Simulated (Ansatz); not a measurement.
BN: zone-centre modes

Theory: Ansatz 0.2.0, DFT r2SCAN, scalar-relativistic, plane waves, PAW. Cutoff 500 eV, Γ-centred 12×12×4 k-points, Gaussian smearing of 0.05 eV. No spin polarisation.

The starting cell (as given, not relaxed at this level):

```xyz
4
Lattice="2.5040 0.0000 0.0000 -1.2520 2.1685 0.0000 0.0000 0.0000 6.6612" Properties=species:S:1:pos:R:3 pbc="T T T"
B     0.0000    1.4457    1.6653
B     1.2520    0.7228    4.9959
N     0.0000    1.4457    4.9959
N     1.2520    0.7228    1.6653
```

The cell holds layers and no dispersion correction was added, so their binding is poorly described.

Harmonic modes by finite displacements of 0.02 Å, without the LO–TO term.

**Question.** At this geometry, is the structure stable against these modes?

**Answer.** Yes: no mode is imaginary beyond 10 cm⁻¹, and only the three translations lie near zero.

**Question.** List the wavenumbers in cm⁻¹.

**Answer.** 0, 0, 0, 48, 48, 117, 768, 825, 1362, 1362, 1362, 1362.

Cost: 1 run of about 0.71 core-minutes, on Oxide Virtual Turin-like Processor (Zen 5) (shared hosts).